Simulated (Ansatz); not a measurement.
# Elastic constants of PN: input and output

Computed with DFT PBE+D3(BJ), scalar-relativistic, plane waves, PAW (Ansatz 0.2.0).

It can be run as:
```bash
ansatz run input.yaml --threads 1 --pin off --backend cpu --events-out ev --progress --plain --runs-dir out  # memory cap (--max-ram) not shown
```

Input (bare energies are in eV):
```yaml
crystal:
  lattice:
    - [2.3476246527, 0.0, 0.0]
    - [0.0, 2.9128262848, 0.0]
    - [0.0, 0.0, 3.3435496182]
  atoms:
    - { symbol: P, position: [0.0, 0.0, 0.5] }
    - { symbol: "N", position: [0.0, 0.0, 0.0] }
basis:
  ecutwfc: 420
kpoints:
  mp_grid: { grid: [18, 14, 12] }
hamiltonian:
  xc: pbe
  dispersion: d3bj
scf:
  occupations: { method: fermi_dirac, width: 0.15 }
output:
  forces: true
  stress: true
  eigenvalues: true
elastic:
  mode: relaxed_ion
  amplitude: 0.005
```

From the output:
```
--- Elastic constants: 6 strain directions × 4 members + reference (group order 8) ---
  dense FFT box of the reference and of every strained cell: 16×20×24
  strains applied: 11, 22, 33, 23, 13, 12; error gains: componentwise 1.00 (the most a stress slope's error grows in a printed constant), spectral 1.00 (1 for all six strains in a standard setting)
  pairwise dispersion correction: d3bj (s6 = 1.0, s8 = 0.7875, a1 = 0.4289, a2_bohr = 4.4407), with the weights of each atom's references fixed at the reference crystal's, and the forces and stress that the weights' published response gives ...
  C = ∂σ_k/∂η_j (tension-positive GPa; Voigt order 11 22 33 23 13 12):
        39.670      2.301    204.735      0.000      0.000      0.000
         2.269    103.430    -25.460      0.000      0.000      0.000
       204.812    -25.460    810.090      0.000      0.000      0.000
         0.000      0.000      0.000     23.697      0.000      0.000
         0.000      0.000      0.000      0.000    147.319      0.000
         0.000      0.000      0.000      0.000      0.000     -6.066
  reference stress σ⁰ (GPa):     -0.003     -0.000      0.002     -0.000     -0.000     -0.000
  C* (energy form; C + prestress term) asymmetry max|C*_kj − C*_jk| = 8.099e-2 GPa — a small one proves nothing (zero by symmetry where the batch's group is 432, −43m or m−3m); a large one is finite-difference/SCF noise where every solve ...
  moduli (Voigt/Reuss/Hill, GPa): K = 146.27/-44.85/50.71   G = 84.43/-20.31/32.06   E = 79.44   ν = 0.239
  mechanically stable: NO (min eigenvalue of sym C = -11.99 GPa)
  the cell is mechanically unstable, and its weakest contacts join parallel layers: if it is meant as a slab among its images, read the layer's verdict in place of the crystal's
  the layer in its plane, per area (N/m: the tensor there times 2.9128 Å, the cell's volume per area; the error gains are the tensor's), 1 along (1.000, 0.000, 0.000), 2 along (-0.000, 0.000, 1.000):
    C11 = 11.56   C22 = 235.97   C12 = 59.65   C66 = 42.91   C16 = 0.00   C26 = 0.00
  moduli of the layer (Voigt/Reuss/Hill, N/m): K = 91.70/-6.48/42.61   G = 37.48/-4.78/16.35   E = 47.26   ν = 0.445
  mechanically stable in its plane: NO (min eigenvalue of those constants = -3.31 N/m; a buckling out of the plane is not judged)
  strain η (Voigt 11):  stress-route row diagonal C_11 = 39.67 GPa, energy-path curvature d²(F+E_count+ΔE)/dδ²/Ω₀ = 39.67 GPa
    cells at ±δ against ±2δ: C31 205.25 and 206.55 GPa, apart by 0.64 % of the column's largest entry
         δ    σ_11 (GPa) F (eV) n_scf n_hpsi n_pw
    -1.000e-2      -0.4994       -1138.2525200       7  112841    460   relax 0 steps, max|allowed force component| 3.08e-33 eV/Å
    -5.000e-3      -0.2273       -1138.2527743       4   99925    460   relax 0 steps, max|allowed force component| 1.23e-32 eV/Å
     5.000e-3       0.1664       -1138.2527945       4   96472    468   relax 0 steps, max|allowed force component| 1.23e-32 eV/Å
     1.000e-2       0.2700       -1138.2526383       6  100890    468   relax 0 steps, max|allowed force component| 6.16e-33 eV/Å
  strain η (Voigt 22):  stress-route row diagonal C_22 = 103.43 GPa, energy-path curvature d²(F+E_count+ΔE)/dδ²/Ω₀ = 103.46 GPa
    cells at ±δ against ±2δ: C12 2.32 and 2.38 GPa, apart by 0.06 % of the column's largest entry
         δ    σ_22 (GPa) F (eV) n_scf n_hpsi n_pw
    -1.000e-2      -1.1019       -1138.2520958       7  113770    460   relax 0 steps, max|allowed force component| 1.23e-32 eV/Å
    -5.000e-3      -0.5344       -1138.2526759       4   93490    468   relax 0 steps, max|allowed force component| 2.77e-32 eV/Å
     5.000e-3       0.5001       -1138.2526786       4   96044    468   relax 0 steps, max|allowed force component| 6.16e-33 eV/Å
     1.000e-2       0.9675       -1138.2521539       6  105731    468   relax 0 steps, max|allowed force component| 3.08e-33 eV/Å
  strain η (Voigt 33):  stress-route row diagonal C_33 = 810.09 GPa, energy-path curvature d²(F+E_count+ΔE)/dδ²/Ω₀ = 810.21 GPa
    cells at ±δ against ±2δ: C33 809.29 and 806.91 GPa, apart by 0.29 % of the column's largest entry
         δ    σ_33 (GPa) F (eV) n_scf n_hpsi n_pw
    -1.000e-2      -8.4870       -1138.2468839       8  118431    458   relax 0 steps, max|allowed force component| 2.47e-32 eV/Å
    -5.000e-3      -4.1522       -1138.2513914       5  104840    468   relax 0 steps, max|allowed force component| 3.08e-33 eV/Å
     5.000e-3       3.9407       -1138.2514422       5  103522    468   relax 0 steps, max|allowed force component| 1.86e-29 eV/Å
     1.000e-2       7.6511       -1138.2472887       7  102512    468   relax 0 steps, max|allowed force component| 2.43e-32 eV/Å
  strain η (Voigt 23):  stress-route row diagonal C_44 = 23.70 GPa, energy-path curvature d²(F+E_count+ΔE)/dδ²/Ω₀ = 23.70 GPa
    cells at ±δ against ±2δ: C44 23.71 and 23.74 GPa, apart by 0.12 % of the column's largest entry
         δ    σ_23 (GPa) F (eV) n_scf n_hpsi n_pw
    -1.000e-2      -0.2374       -1138.2526814       7  165412    468   relax 0 steps, max|allowed force component| 1.27e-29 eV/Å
    -5.000e-3      -0.1185       -1138.2528118       3  143810    468   relax 0 steps, max|allowed force component| 0.00e0 eV/Å
     5.000e-3       0.1185       -1138.2528118       3  140875    468   relax 0 steps, max|allowed force component| 0.00e0 eV/Å
     1.000e-2       0.2374       -1138.2526814       6  156960    468   relax 0 steps, max|allowed force component| 1.25e-29 eV/Å
  strain η (Voigt 13):  stress-route row diagonal C_55 = 147.32 GPa, energy-path curvature d²(F+E_count+ΔE)/dδ²/Ω₀ = 147.34 GPa
    cells at ±δ against ±2δ: C55 147.28 and 147.18 GPa, apart by 0.07 % of the column's largest entry
         δ    σ_13 (GPa) F (eV) n_scf n_hpsi n_pw
    -1.000e-2      -1.4718       -1138.2518031       7  167107    464   relax 0 steps, max|allowed force component| 1.58e-30 eV/Å
    -5.000e-3      -0.7364       -1138.2525929       3  146695    468   relax 0 steps, max|allowed force component| 4.93e-32 eV/Å
     5.000e-3       0.7364       -1138.2525929       3  143660    468   relax 0 steps, max|allowed force component| 1.97e-31 eV/Å
     1.000e-2       1.4718       -1138.2518031       6  157782    464   relax 0 steps, max|allowed force component| 4.73e-30 eV/Å
  strain η (Voigt 12):  stress-route row diagonal C_66 = -6.07 GPa, energy-path curvature d²(F+E_count+ΔE)/dδ²/Ω₀ = -6.05 GPa
    cells at ±δ against ±2δ: C66 -6.07 and -6.08 GPa, apart by 0.12 % of the column's largest entry
         δ    σ_12 (GPa) F (eV) n_scf n_hpsi n_pw
    -1.000e-2       0.0608       -1138.2528981       7  170046    464   relax 0 steps, max|allowed force component| 0.00e0 eV/Å
    -5.000e-3       0.0303       -1138.2528673       3  149254    464   relax 0 steps, max|allowed force component| 0.00e0 eV/Å
     5.000e-3      -0.0303       -1138.2528673       3  146441    464   relax 0 steps, max|allowed force component| 0.00e0 eV/Å
     1.000e-2      -0.0608       -1138.2528981       5  158909    464   relax 0 steps, max|allowed force component| 3.08e-33 eV/Å
```

The cell was built by swapping an element in a database structure (itself possibly hypothetical) and relaxing; it need not be the stable form of this composition. In a metal, frequencies and elastic constants depend on the k mesh and the smearing, soft modes and shear constants most.

As the tensor has a negative eigenvalue, the Reuss and Hill moduli of a polycrystal, and E and ν formed from them, have no physical meaning here.

The least eigenvalue is -12.0 GPa; in a metal on this mesh the verdict on stability isn't firm within about 20 GPa or a tenth of the bulk modulus.